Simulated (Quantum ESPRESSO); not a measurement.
pw.x input (Quantum ESPRESSO 7.5; PBEsol, PseudoDojo standard norm-conserving files, fully relativistic):

```
&CONTROL
  calculation = 'scf'
  pseudo_dir = './pseudo'
  outdir = './out'
  tprnfor = .true.
  tstress = .true.
/
&SYSTEM
  ibrav = 0
  nat = 5
  ntyp = 3
  ecutwfc = 84.0
  ecutrho = 336.0
  occupations = 'smearing'
  smearing = 'fd'
  degauss = 0.002
  nbnd = 50
  noncolin = .true.
  lspinorb = .true.
/
&ELECTRONS
  conv_thr = 5e-10
/
ATOMIC_SPECIES
N 14.0070 N.upf
O 15.9990 O.upf
Ag 107.8682 Ag.upf
CELL_PARAMETERS angstrom
  2.575121741606   1.486747230712   2.783998775000
 -2.575121741606   1.486747230712   2.783998775000
 -0.000000000000  -2.973494461425   2.783998775000
ATOMIC_POSITIONS crystal
N   0.575494559900   0.575494559900   0.575494559900
O   0.436169457500   0.436169457500   0.861404486500
O   0.861404486500   0.436169457500   0.436169457500
O   0.436169457500   0.861404486500   0.436169457500
Ag   0.992142038500   0.992142038500   0.992142038500
K_POINTS automatic
8 8 8 0 0 0
```

End of the output:

```

[...]
     the Fermi energy is     6.2932 ev
!    total energy              =    -428.94409803 Ry
     estimated scf accuracy    <          6.1E-11 Ry
     smearing contrib. (-TS)   =      -0.00000000 Ry
     internal energy E=F+TS    =    -428.94409803 Ry
     The total energy is F=E-TS. E is the sum of the following terms:
     one-electron contribution =    -224.27481237 Ry
     hartree contribution      =     130.22673906 Ry
     xc contribution           =     -76.43481223 Ry
     ewald contribution        =    -258.46121250 Ry
     convergence has been achieved in  10 iterations
     Forces acting on atoms (cartesian axes, Ry/au):
     atom    1 type  1   force =     0.00000000   -0.00000000    0.00056820
     atom    2 type  2   force =     0.00000000    0.00935730   -0.00050333
     atom    3 type  2   force =    -0.00810366   -0.00467865   -0.00050333
     atom    4 type  2   force =     0.00810366   -0.00467865   -0.00050333
     atom    5 type  3   force =     0.00000000    0.00000000    0.00094180
     Total force =     0.016268     Total SCF correction =     0.000037
     Computing stress (Cartesian axis) and pressure
          total   stress  (Ry/bohr**3)                   (kbar)     P=      -29.71
  -0.00026127  -0.00000000   0.00000000          -38.43       -0.00        0.00
   0.00000000  -0.00026127  -0.00000000            0.00      -38.43       -0.00
   0.00000000  -0.00000000  -0.00008326            0.00       -0.00      -12.25
```
In a gapped system the printed Fermi energy is only some level inside the gap.

Geometry relaxed with PBE+D3(BJ).
